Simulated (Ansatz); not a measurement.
FePt (L1₀ or tetragonal B2, space group No. 123) under volume change, plane-wave PAW PBEsol (Ansatz code), shape and atoms relaxed at each volume.

| V (Å³/atom) | E − E(relaxed) (meV/atom) | P (GPa) |
|---|---|---|
| 12.210 | 96.2 | 27.78 |
| 12.613 | 40.3 | 17.00 |
| 13.016 | 9.5 | 7.79 |
| 13.418 | 0.0 | 0.01 |
| 13.821 | 8.4 | -6.45 |
| 14.223 | 31.4 | -11.73 |
| 14.626 | 66.5 | -16.01 |

Question: What does a third-order Birch–Murnaghan fit give for V₀, B₀ and B′?

Answer: V₀ = 13.42 Å³/atom, B₀ = 232 GPa, B′ = 5.0.

Space group P4/mmm (L1₀ or tetragonal B2). Symmetry was held in the PBEsol relaxation. The final state is ferromagnetic, chosen from 5 collinear starts compared on coarse meshes (ties went to the first, and starts can fall back to one state), not a proven ground state. Textbook magnetic order: ferromagnetic. Spin–orbit coupling is left out wherever it is not named.

Potentials: the later of the program's two PAW sets.
